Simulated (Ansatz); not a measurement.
**MgO2: clamped-ion strain scan**

Level of theory: DFT LDA, scalar-relativistic, plane waves, PAW in Ansatz 0.2.0. The runs took a 420 eV cutoff, a Γ-centred 12×12×12 mesh and Gaussian smearing (0.05 eV). No spin polarisation. Energies are free energies at this smearing, counted from the undisturbed cell; pressure is positive in compression.

The undisturbed cell (as given, not relaxed at this level; it stands at -10.1 GPa, and it needn't be the usual structure):

```
CELL_PARAMETERS angstrom
1.60476 0.92651 3.49398
-1.60476 0.92651 3.49398
0.00000 -1.85302 3.49398
ATOMIC_POSITIONS crystal
Mg 0.00000 0.00000 0.00000
O 0.42879 0.42879 0.42879
O 0.57121 0.57121 0.57121
```

The cell is strained by ε times the Voigt pattern (1, 1, 0, 0, 0, 0) (xx, yy, zz, yz, xz, xy; engineering shear) with fractional coordinates fixed. At -10 GPa the given cell is far from its own equilibrium, so these figures belong to a strongly strained crystal.

| ε | ΔE (meV/atom) |
| --- | --- |
| -0.1500 | 401.5 |
| -0.0750 | 31.1 |
| 0.0000 | 0.0 |
| 0.0375 | 63.1 |
| 0.1125 | 285.3 |
| 0.1500 | 427.6 |

(1) Predict the stress summed along the pattern (GPa, tension positive) at each point.

## Answers

(1)
| ε | stress summed along the pattern (GPa, tension positive) |
| --- | --- |
| -0.1500 | -148.14 |
| -0.0750 | -37.63 |
| 0.0000 | 17.16 |
| 0.0375 | 32.67 |
| 0.1125 | 49.61 |
| 0.1500 | 53.41 |